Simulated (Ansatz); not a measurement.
TiSi (CsCl type, Pm-3m), LDA (plane waves, PAW; program Ansatz), all energies at zero smearing, with the estimated change up to a 700 eV cutoff added, with one set of potentials and settings (totals compare only within such a set). Cell of 2 atoms (1 Ti, 1 Si): -3059.666 eV.

```csv
element,reference phase,E (eV/atom)
Ti,"P6/mmm, 3 atoms in the cell",-2450.3259
Si,"Fd-3m, 2 atoms in the cell",-608.6481
```

Formation energy per atom, worked out: (-3059.666 − 1×(-2450.3259) − 1×(-608.6481))/2 = -0.346 eV/atom (-33 kJ per mol of atoms), at 0 K, without zero-point energy or fitted corrections.

The cell is a constructed one: a structure type filled with these elements; neither database checked (COD, Materials Project) lists it. COD files the formula under space group No. 25, so this cell is another polymorph or a model. Whether it is the stable phase at ambient conditions was not checked. Symmetry was held in the LDA relaxation. At this level the phase is dynamically unstable (imaginary phonons). The run is not spin-polarised. The references are the lowest solids computed at this level, not always the standard phases.

Potentials: the later of the program's two PAW sets.
